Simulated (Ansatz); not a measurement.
Put Tm₃BF in Pm-3m (No. 221): Tm on 3d; B on 1b; F on 1a.

The calculation used Ansatz, DFT PBE, scalar-relativistic, plane waves, PAW, and for the lanthanide a 4f-in-core norm-conserving potential. Cutoff 690 eV, Γ-centred mesh, Gaussian smearing, no spin polarisation.

Energies over the elements count from the elements' standard structures at the same level (F₂ as a molecule), with no fitted energy shifts.

Q: Predict the relaxed structure.

A:

Space group Pm-3m (No. 221). a = 4.547 Å, b = 4.547 Å, c = 4.547 Å, α = 90.00°, β = 90.00°, γ = 90.00°
```json
{"atom": "Tm", "site": "3d", "symmetry": "4/mm.m", "x": "0.5000", "y": "0.0000", "z": "0.0000"}
{"atom": "B", "site": "1b", "symmetry": "m-3m", "x": "0.5000", "y": "0.5000", "z": "0.5000"}
{"atom": "F", "site": "1a", "symmetry": "m-3m", "x": "0.0000", "y": "0.0000", "z": "0.0000"}
```

It has the antiperovskite type. Tm has 2 F at 2.27 Å, 4 B at 3.21 Å and 8 Tm at 3.21 Å; B is surrounded by 12 Tm at 3.21 Å; around F lie 6 Tm at 2.27 Å.

Q: And its energy and gap?

A: The energy over the elements is −0.27 eV/atom. The gap on the 8×8×8 mesh of the 5-atom cell is 0 eV (a metal).

The last run used Gaussian smearing of 0.10 eV. The cell is a metal run without spin; a magnetic state may lie lower. A structure relaxed within its symmetry needn't be a true minimum. Another cell of Tm3BF relaxed alike, in P4/mmm, lies 0.57 eV/atom lower, so this cell isn't the stable form at this level.

The lanthanide is trivalent by construction, without f bands, f moments or other valences. The reference runs of the other elements, and any phases without the lanthanide, used 420 eV, which shifts energies against them by under 10 meV/atom. The lanthanide's reference is the lowest of its hcp, dhcp and fcc cells.
